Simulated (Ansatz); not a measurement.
CoMo (L1₀ or tetragonal B2, P4/mmm) at seven volumes, plane-wave PAW PBE (Ansatz code), shape and atoms relaxed at each. One row is withheld.

| V (Å³/atom) | P (GPa) |
|---|---|
| 11.773 | 29.77 |
| 12.161 | 18.21 |
| 12.549 | 8.36 |
| 12.937 | 0.00 |
| 13.325 | -7.10 |
| 13.713 | ? |
| 14.101 | -18.25 |

### Question
Fit the shown pressures and predict the withheld one.

### Answer
Third-order Birch–Murnaghan: P = (3/2)B₀(x^(7/2) − x^(5/2))[1 + (3/4)(B′ − 4)(x − 1)] with x = (V₀/V)^(2/3). Least squares on the six rows gives V₀ = 12.937 Å³/atom, B₀ = 256.3 GPa, B′ = 4.41. At V = 13.713, x = 0.9619 and P = -13.13 GPa. The run itself gave -13.14 GPa.

The start of the workflow was typed in or built on a structure type; neither database checked (COD, Materials Project) lists it. Its standing as an ambient phase is unchecked. The PBE relaxation kept the symmetry of its start; whether a distortion lowers the energy is not shown. The workflow began spin-polarised and lost its moments.

Potentials: the later of the program's two PAW sets.
